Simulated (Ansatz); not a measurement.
ReC (rock salt, Fm-3m) under volume change, PBEsol in the plane-wave PAW code Ansatz, scaled uniformly.

| V (Å³/atom) | E − E(relaxed) (meV/atom) | P (GPa) |
|---|---|---|
| 9.114 | (withheld) | (withheld) |
| 9.414 | 50.1 | 28.25 |
| 9.715 | 11.9 | 12.99 |
| 10.015 | 0.0 | 0.00 |
| 10.315 | 10.6 | -11.01 |
| 10.616 | (withheld) | (withheld) |
| 10.916 | 86.0 | -28.25 |

Some entries are withheld; supply them.


- 9.114, E − E(relaxed) (meV/atom): 119.5
- 9.114, P (GPa): 46.16
- 10.616, E − E(relaxed) (meV/atom): 40.2
- 10.616, P (GPa): -20.33

What does a third-order Birch–Murnaghan fit give for V₀, B₀ and B′?

V₀ = 10.02 Å³/atom, B₀ = 397 GPa, B′ = 4.4.

The start of the workflow was typed in or built on a structure type; neither database checked (COD, Materials Project) lists it. Whether it is the stable phase at ambient conditions was not checked. Symmetry was held in the PBEsol relaxation. At this level the phase is mechanically unstable. The run is not spin-polarised. Its formation energy is positive at this level, so the cell may be metastable or incomplete. Spin–orbit coupling is left out wherever it is not named.

Potentials: the earlier of the program's two PAW sets.
